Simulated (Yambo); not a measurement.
G0W0@PBEsol for SrCl$_{2}$ (fluorite, space group Fm-3m, No. 225) in Yambo. Reference settings: 4×4×4 Γ-centred k mesh, 152 bands and a 8 Ry block in the screening, 152 bands in G with the Bruneval-Gonze terminator, plasmon pole fitted at 27.2 eV. The PBEsol gap X → Γ on this mesh is 5.26 eV; G0W0 gaps are taken between the same points.

Gap (X → Γ) in eV against the number of bands and the screening block, terminator on:

```
bands (W and G)   2 Ry   3 Ry   5 Ry   6 Ry   8 Ry
---------------  -----  -----  -----  -----  -----
32               7.623  7.626  7.682  7.691  7.702
54               7.440  7.477  7.606  7.630  7.653
82               7.371  7.418  7.596  7.631  7.665
115              7.347  7.393  7.599  7.644  7.685
152              7.340  7.385  7.603  7.654  7.704
```

Rough cost of the Yambo step against the reference (shared machines):

```csv
bands (W and G),2 Ry,3 Ry,5 Ry,6 Ry,8 Ry
32,1/6,1/6,1/6,1/5,1/4
54,1/5,1/4,1/3,1/3,1/2
82,1/3,1/3,1/3,1/2,~1
115,1/2,1/2,~1,~1,~1
152,~1,~1,~1,~1,1
```

At the largest block the last step in bands moves the gap by 0.019 eV; at the most bands the last step in the block moves it by 0.050 eV.

Geometry relaxed with PBEsol; primitive cell a = 4.8833 Å, b = 4.8833 Å, c = 4.8833 Å, α = 60.00°, β = 60.00°, γ = 60.00°.
